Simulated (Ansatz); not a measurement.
# PbO (P4/nmm): bands, slopes and optics on a fine k mesh

Computed with PBEsol, PAW on Ansatz 0.2.0's default frozen-core files (fitted under PBE), scalar-relativistic; not a measurement.

The cell comes from a PAW relaxation under the same functional.

Command:

```sh
ansatz run input.yaml --threads 2 --pin off --max-ram 6144MiB --backend cpu --events-out ev --progress --plain --runs-dir out
```

Input file:

```yaml
crystal:
  lattice:
    - [3.98748361208, 0.0, 0.0]
    - [0.0, 3.98748361208, 0.0]
    - [0.0, 0.0, 5.07987940846]
  atoms:
    - { symbol: Pb, position: [0.0, 0.5, 0.23316329847] }
    - { symbol: Pb, position: [0.5, 0.0, 0.76683670153] }
    - { symbol: O, position: [0.0, 0.0, 0.0] }
    - { symbol: O, position: [0.5, 0.5, 0.0] }
kpoints:
  mp_grid: { grid: [6, 6, 6] }
scf:
  occupations: { method: fixed }
hamiltonian:
  xc: pbesol
  pseudopotentials: { kind: paw }
output:
  forces: true
  stress: true
  eigenvalues: true
  eigenstates:
    nscf_kmesh: { grid: [8, 8, 8] }
    de_dk: true
    e_range: [-9, 11.23382682259]
  optics:
    e_range: [0, 25]
    de: 0.2
    sigma: 0.2
    bands: { spectra_wanted_up_to: 25 }
    nscf_kmesh: { grid: [8, 8, 8] }
checkpoint:
  write: ck
  write_wavefunctions: false
```

Output:

```
Warning: RAYON_NUM_THREADS=2 ignored (pool sized by the plan → 2); use --threads N
Engine: ansatz 0.2.0, x86_64-unknown-linux-gnu
Pseudopotentials: kind: paw
Pseudopotential: Pb, paw, valence charge 14, recommended cutoff 420 eV (normal), Pb.paw.azcp
Pseudopotential: O, paw, valence charge 6, recommended cutoff 420 eV (normal), O.paw.azcp
Functional definition: PBEsol
  exchange = pbesol_x
  correlation = pbesol_c
Crystal: 4 atoms, lattice volume = 80.770 Å³
Basis set: ecut = 420 eV, 1577 PW (Γ), exchange–correlation on 54×54×72 points (8 copies of the dense FFT grid, shifted against one another)
Bands: 24, of which v1, the nominal top of the filled ones, is band 20 counted from 1 (19 counted from 0)
Symmetry: 16 space group operations
Space group: P4/nmm (ITA 129), of the structure as read, at distance tolerance 4.3e-5 Å
k-points: 40 of 216
Non-local potential: Pb, projectors of the file, l = 0: 2, l = 1: 2, l = 2: 2, l = 3: 2
Non-local potential: O, projectors of the file, l = 0: 2, l = 1: 2, l = 2: 1
PAW form: soft (Blöchl's): semilocal exchange-correlation on the pseudo side does not see the compensation charge
PAW frozen core: Pb, regenerated for the run's functional, and the local potential with it (the file was generated under x = pbe(κ = 0.804, μ = 0.2195149727645171), c = pbe(β = 0.06672455060314922))
PAW frozen core: O, regenerated for the run's functional, and the local potential with it (the file was generated under x = pbe(κ = 0.804, μ = 0.2195149727645171), c = pbe(β = 0.06672455060314922))
PAW one-centre angular grid: Pb, 590 points (default); XC on 64 Gauss nodes
PAW one-centre angular grid: O, 110 points (default); XC on 64 Gauss nodes
Initial density: superposition of atomic densities (neutral atoms: chi_scale 0, normalization atom), corrected by the library's trained network
Initial wavefunctions: pseudopotential atomic-orbital guess
Functional: x = pbesol(κ = 0.804, μ = 0.12345679012345678), c = pbesol(β = 0.046)
SCF iter   1: F=—  HF=-24630.934943 eV  |F-HF|=—  |Δ(HF+E_count)|=         —  Δρ=1.30e-2  dr2=1.35e-1  ethr=1.77e-3  ⟨swp⟩=5.0  Hψ=3626  notcnv=0  defer=75
preconditioner: auto → Resta (q_TF=auto, 2.427 Å⁻¹)  ε∞=4.0  [insulator: Δε(μ)=1.099 eV  Ē_g=15.182 eV  n_scr=18 (ndim 8)  ℏωp=26.1 eV  f_vac=0.041  ε∞_Penn≈4.0]
SCF iter   2: F=—  HF=-24630.914316 eV  |F-HF|=—  |Δ(HF+E_count)|=   2.06e-2  Δρ=5.75e-3  dr2=2.34e-2  ethr=3.36e-4  ⟨swp⟩=2.1  Hψ=1603  notcnv=0  defer=77
SCF iter   3: F=—  HF=-24630.909544 eV  |F-HF|=—  |Δ(HF+E_count)|=   4.77e-3  Δρ=9.11e-4  dr2=5.33e-4  ethr=5.85e-5  ⟨swp⟩=2.0  Hψ=1288  notcnv=0  defer=77
SCF iter   4: F=—  HF=-24630.909542 eV  |F-HF|=—  |Δ(HF+E_count)|=   1.59e-6  Δρ=2.41e-4  dr2=5.33e-5  ethr=1.33e-6  ⟨swp⟩=2.0  Hψ=1763  notcnv=0  defer=77
SCF iter   5: F=—  HF=-24630.909523 eV  |F-HF|=—  |Δ(HF+E_count)|=   1.92e-5  Δρ=5.60e-5  dr2=3.55e-6  ethr=1.33e-7  ⟨swp⟩=2.0  Hψ=1249  notcnv=0  defer=72
SCF iter   6: F=—  HF=-24630.909524 eV  |F-HF|=—  |Δ(HF+E_count)|=   1.13e-6  Δρ=2.18e-5  dr2=5.80e-7  ethr=8.89e-9  ⟨swp⟩=2.4  Hψ=1342  notcnv=0  defer=58
SCF iter   7: F=—  HF=-24630.909525 eV  |F-HF|=—  |Δ(HF+E_count)|=   1.83e-7  Δρ=3.12e-6  dr2=7.23e-9  ethr=1.45e-9  ⟨swp⟩=2.0  Hψ=1280  notcnv=0  defer=57
SCF iter   8: F=—  HF=-24630.909525 eV  |F-HF|=—  |Δ(HF+E_count)|=   8.60e-9  Δρ=1.59e-6  dr2=2.38e-9  ethr=1.81e-11  ⟨swp⟩=2.3  Hψ=1724  notcnv=0  defer=57
SCF iter   9: F=—  HF=-24630.909525 eV  |F-HF|=—  |Δ(HF+E_count)|=  3.53e-10  Δρ=2.46e-7  dr2=8.28e-11  ethr=5.94e-12  ⟨swp⟩=3.0  Hψ=1745  notcnv=0  defer=57
SCF iter  10: F=-24630.909525 eV  HF=-24630.909525 eV  |F-HF|=7.28e-12  |Δ(HF+E_count)|=  1.09e-11  Δρ=5.79e-8  dr2=2.43e-12  ethr=1.00e-12  ⟨swp⟩=9.3  Hψ=5999  notcnv=0
SCF 1 converged in 10 iterations: F = -24630.909525 eV  dr2 = 2.43e-12
  greatest PAW one-centre occupation: 0.983 electrons in one spin orbital (limit 2), on the Pb atom at site 1 (counted from 0), in its partial waves of l = 2
NSCF: frozen V_eff on 75 k-points
NSCF: frozen V_eff on 75 k-points
output.optics: what the bands over the 75 summed would add to eps1, eps2 and the energy-loss function is held between a lower and an upper bound (6 Lanczos steps). eps1, eps2 and their loss function (loss_summed_bands) are given ...
SCF converged after 10 iterations
Free energy (F): -24630.909525 eV
Harris-Foulkes:  -24630.909525 eV  (|F-HF|=7.28e-12)
Internal energy: -24630.909525 eV  (E = F + TS)
E sigma→0 (E₀):  -24630.909525 eV
Fermi energy:    8.149512 eV
--- Per-component energies (eV) ---
  E_band       = -116.680767
  E_kinetic    = 926.530054
  E_local      = -3176.710551  (includes V_loc(G=0)·N_el)
  E_nonlocal   = 802.940827
  E_hartree    = 1263.075791
  E_xc         = -582.738707
  E_vxc        = -451.249876  (∫ρ·V_xc dr)
  E_paw        = -20817.567587  (= ΣΔE_a)
  E_vpaw       = -744.347644  (= ΣTr[D̂ρ^β])
  E_aug_tail   = 0.004821  (compensation charges beyond the density's cutoff)
  E_ewald      = -3046.638982
  E_core_change = 0.194809  (= ΣΔE_core)
  E_smearing   = -0.000000  (= −TS)
  E_closure    = 0.000000  (closes the sum)
  Σ components = -24630.909525   (vs F -24630.909525, Δ=0.00e0)
--- Forces (eV/Å), atoms counted from 1 ---
  atom   1  Pb     0.00000000     0.00000000     0.00051621
  atom   2  Pb     0.00000000     0.00000000    -0.00051621
  atom   3  O      0.00000000     0.00000000     0.00000000
  atom   4  O      0.00000000     0.00000000    -0.00000000
  max |Σ_I F_I| component: 0.00e0 eV/Å
--- Stress (GPa, compression-positive) ---
        0.013751       0.000000       0.000000
        0.000000       0.013751       0.000000
        0.000000       0.000000       0.031857
  P = ⅓ Tr σ = 0.0198 GPa (0.198 kbar)
--- Fermi surface from the table of eigenstates not read: on its mesh, or on one of the eight of every second point, the electrons fill whole bands (an insulator's do; a metal wants a denser output.eigenstates.nscf_kmesh) ---
```

The run converged.

Head of optics.tsv:

```
# E[eV]	eps2_xx	eps2_yy	eps2_zz	eps2_xy	eps2_xz	eps2_yz	eps1_xx	eps1_yy	eps1_zz	eps1_xy	eps1_xz	eps1_yz	loss_summed_bands_xx	loss_summed_bands_yy	loss_summed_bands_zz	eps
# format = ansatz-optics/6
# eps_inf(xx yy zz) = 7.288220 7.288220 6.710959
# eps_inf_bands = all
# eps_inf_summed_bands(xx yy zz) = 7.232866 7.232866 6.655592
# eps_inf_completed(xx yy zz) = 7.288220 7.288220 6.710959
# k_sum = mesh_cells
# eps2_relative_error = 0.0009
# eps_inf_relative_error = 0.0038
# f_sum_n_eff(xx yy zz) = 37.241110 37.241110 37.229582 of n_electrons = 40.000000
# f_sum_n_eff_momentum_only(xx yy zz) = 22.001150 22.001150 22.085584
# loss_f_sum_n_eff(xx yy zz) = 37.241144 37.241144 37.228057
# perfect_screening_sum(xx yy zz) = 0.861742 0.861742 0.849750
# perfect_screening_sum_on_rows(xx yy zz) = 0.861739 0.861739 0.849744
# n_bands = 75
# n_bands_set_by = photon_energy
# valid_up_to_ev = 37.728765
# least_direct_gap_ev = 2.216006e0 at k(fractional) = 0.000000 0.000000 0.125000, k_point = 1, channel = 0, bands = 19 20 (counted from 0)
# evaluated_top_ev = 59.400000
# all_electron_strengths = true
# band_completion = completed
# response = whole
# tolerance = 0.01
# method = lanczos_chains
# lanczos_steps = 6
# chains_run = together
# ended_by = wanted_rows_settled
# boundable_up_to_ev = 37.728757
# wanted_up_to_ev = 25.000000
# change_inside_cells = 0.0004 (estimated)
# bound_at_0(xx yy zz) = bounded bounded bounded
```

**Dielectric function**

Independent-particle optical response of a crystal from Kohn-Sham bands on the fine mesh, no local fields or excitons; Cartesian axes as in the input.

```
Fine mesh  : 8, 8, 8
Line width : 0.2 eV
```

```
photon energy (eV)  dielectric real xx  dielectric imag xx  dielectric real zz  dielectric imag zz
               0.8               7.486                   0               6.895                   0
               1.6               8.217                   0               7.611                   0
               2.4               10.38               0.532               9.554               1.464
               3.2               14.63               5.609               11.41               5.385
                 4               5.568               14.29               9.235               10.01
               4.8              -0.494               7.502              -0.761               7.748
               5.6               1.027               5.379               1.464               4.903
               6.4               0.518               6.681               1.487               4.249
               7.2              -1.587               3.737               -1.42               5.358
                 8              -0.193               2.502               -0.93               2.127
               8.8                0.09               3.036               0.171               1.938
               9.6               0.698               2.687               0.897               2.081
              10.4              -0.886               2.399               0.918               2.487
              11.2              -0.568               1.442              -0.522               1.923
                12               0.172               0.896              -0.029               1.086
              12.8               0.624               0.857               0.432               1.033
              13.6                0.78               0.989               0.556               0.727
              14.4               0.984               1.514               1.137               1.251
              15.2               0.462               1.388               0.327               1.189
                16               0.286               1.018               0.545                0.62
              16.8               0.468               0.841               0.772               0.571
              17.6               0.737               0.892               1.086               0.618
              18.4               0.592                0.93               1.149               1.162
              19.2               0.415               0.833               0.629               1.106
                20               0.527               0.571               0.782               0.663
              20.8                0.65               0.497               0.911               0.824
              21.6               0.763               0.514                0.73               0.837
              22.4                0.94               0.667               0.753               0.751
              23.2               0.498               0.611               0.604               0.702
                24               0.702                0.29               0.686               0.498
              24.8               0.861               0.358               0.785               0.421
```

**Optical peaks**

Highest local maxima between 0.6 eV and the top less 1.5 eV.

```
Fine mesh                       : 8, 8, 8
Window top                      : 25 eV
Line width                      : 0.2 eV
Highest loss peak energy x      : 11.82 eV
Highest loss peak height x      : 1.186
Highest eps2 peak energy x      : 3.877 eV
Highest eps2 peak height x      : 14.63
Highest loss peak energy z      : 15.75 eV
Highest loss peak height z      : 1.077
Highest eps2 peak energy z      : 4.34 eV
Highest eps2 peak height z      : 13.27
Dielectric electronic (x, y, z) : 7.288, 7.288, 6.711
```

### Optical constants

Normal incidence from vacuum, light polarised along x.

| Property | Result |
| --- | --- |
| Fine mesh | 8, 8, 8 |
| Line width | 0.2 eV |

| photon energy (eV) | refractive index | extinction | reflectivity | loss function | absorption (×10⁵ cm⁻¹) |
| --- | --- | --- | --- | --- | --- |
| 1.2 | 2.786 | 0 | 0.2225 | 0 | 0 |
| 2.4 | 3.223 | 0.083 | 0.2774 | 0.0049 | 0.201 |
| 3.6 | 3.967 | 1.521 | 0.412 | 0.037 | 5.551 |
| 4.8 | 1.874 | 2.001 | 0.3889 | 0.1327 | 9.737 |
| 6 | 2.016 | 1.482 | 0.2859 | 0.1525 | 9.013 |
| 7.2 | 1.112 | 1.68 | 0.3894 | 0.2267 | 12.26 |
| 8.4 | 1.188 | 1.093 | 0.2056 | 0.3824 | 9.305 |
| 9.6 | 1.318 | 1.019 | 0.1778 | 0.3487 | 9.919 |
| 10.8 | 0.748 | 1.122 | 0.3064 | 0.5073 | 12.29 |
| 12 | 0.736 | 0.608 | 0.1299 | 1.076 | 7.4 |
| 13.2 | 0.999 | 0.513 | 0.0618 | 0.6441 | 6.862 |
| 14.4 | 1.181 | 0.641 | 0.0859 | 0.4645 | 9.356 |
| 15.6 | 0.867 | 0.716 | 0.1325 | 0.7762 | 11.32 |
| 16.8 | 0.846 | 0.497 | 0.0741 | 0.9075 | 8.465 |
| 18 | 0.937 | 0.488 | 0.0608 | 0.7337 | 8.911 |
| 19.2 | 0.82 | 0.508 | 0.0813 | 0.962 | 9.885 |
| 20.4 | 0.837 | 0.317 | 0.0365 | 0.8261 | 6.552 |
| 21.6 | 0.917 | 0.28 | 0.0228 | 0.608 | 6.14 |
| 22.8 | 0.914 | 0.441 | 0.0524 | 0.7605 | 10.19 |
| 24 | 0.855 | 0.17 | 0.0144 | 0.5031 | 4.131 |

Known limits: frozen-core PAW files fitted under PBE, their cores solved anew for the functional of the run; no spin-orbit coupling on heavy atoms; two errors of opposite sign act on the gap: semilocal levels put it low, and leaving out spin-orbit coupling puts it high by tenths of an eV; no dispersion correction, so the spacing and stiffness between layers or molecules are poor.

Time and hardware: 51 s on 2 threads of Intel(R) Xeon(R) 6975P-C (Granite Rapids) (shared host), peak memory 1.4 GiB.
